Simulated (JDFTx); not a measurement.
- surface: WC(1 1 -2 1), W outermost, slab composition W6C5
- bulk: WC, P-6m2, lattice of mp-1894 (not re-optimised)
- slab: 11 atoms in 11 planes, 1x1, 6.5 Å between the outermost planes
- in-plane cell: 4.070 × 4.070 Å, 16.13 Å²
- cell height: 22.5 Å
- sampling: 6×6×1 k mesh, Fermi smearing 0.01 Ha, no spin polarisation

Whether this polymorph is the ambient one wasn't checked.

Computed with JDFTx (a modified build): PBE, GBRV ultrasoft potentials, plane waves to 20/100 Ha. Vacuum. The outer atoms relax from bulk positions, keeping the cell's symmetry; the lattice is not PBE's own optimum in this code, and that strain can shift the moves by a few hundredths of an ångström. Input:

```
lattice \
  7.6921177559 1.7684072003 0.0000000000 \
  0.0000000000 7.4860811811 0.0000000000 \
  0.0000000000 0.0000000000 42.5188378041
coords-type Lattice
ion C 0.5416732850 0.2083399520 -0.1153078420 1
ion C 0.1460316690 0.8126983360 -0.0576539210 0
ion C 0.7503900530 0.4170567200 0.0000000000 0
ion C 0.3547484370 0.0214151030 0.0576539210 0
ion C 0.9591068200 0.6257734870 0.1153078420 1
ion W 0.0728274270 0.0728274270 -0.1441348020 1
ion W 0.6771858110 0.6771858110 -0.0864808810 0
ion W 0.2815441940 0.2815441940 -0.0288269600 0
ion W 0.8859025780 0.8859025780 0.0288269600 0
ion W 0.4902609620 0.4902609620 0.0864808810 0
ion W 0.0946193460 0.0946193460 0.1441348020 1
ion-species pseudo/c_pbe_v1.2.upf
ion-species pseudo/w_pbe_v1.2.upf
elec-cutoff 20 100
elec-ex-corr gga-PBE
coulomb-interaction Slab 001
coulomb-truncation-embed 0 0 0
kpoint-folding 6 6 1
elec-smearing Fermi 0.01
lcao-params 10
elec-n-bands 70
electronic-scf nIterations 100 energyDiffThreshold 1e-07
ionic-minimize nIterations 10 energyDiffThreshold 1e-5 knormThreshold 4e-4
dump-name vac.$VAR
dump End State Ecomponents EigStats BandEigs Forces ElecDensity IonicPositions Fillings Kpoints Dtot
```

Problem. How far do the free atoms of the upper face move along the normal, and how much energy is released?

Solution. W (atom 11) -0.16 Å, C (atom 5) 0.02 Å (positive: outward). The free energy falls by 0.516 eV per cell, 257 mJ/m².
